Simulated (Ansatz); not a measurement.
Computed with DFT, LDA (PW92), plane waves (420 eV) with PAW, scalar-relativistic in Ansatz. The PAW files were generated under PBE, with cores re-solved for the functional.

An element in the omega (AlB2-type) structure gives this curve. The cell is scaled uniformly from the relaxed one, with fractional coordinates and shape fixed. Energies are extrapolated to zero smearing, pressures are those at the given smearing. Magnetic state: spin not included.

```json
{"V (Å³/atom)": "6.760", "E − E₀ (meV/atom)": "51.1", "P (GPa)": "19.49"}
{"V (Å³/atom)": "7.068", "E − E₀ (meV/atom)": "21.3", "P (GPa)": "11.82"}
{"V (Å³/atom)": "7.375", "E − E₀ (meV/atom)": "5.0", "P (GPa)": "5.40"}
{"V (Å³/atom)": "7.682", "E − E₀ (meV/atom)": "0.0", "P (GPa)": "0.01"}
{"V (Å³/atom)": "7.989", "E − E₀ (meV/atom)": "4.5", "P (GPa)": "-4.53"}
{"V (Å³/atom)": "8.297", "E − E₀ (meV/atom)": "17.1", "P (GPa)": "-8.35"}
{"V (Å³/atom)": "8.604", "E − E₀ (meV/atom)": "36.4", "P (GPa)": "-11.58"}
```

Which element is it?
A. copper
B. beryllium
C. manganese
D. ruthenium

B. Its fit is V₀ = 7.68 Å³/atom, B₀ = 124 GPa, B₀′ = 3.3.
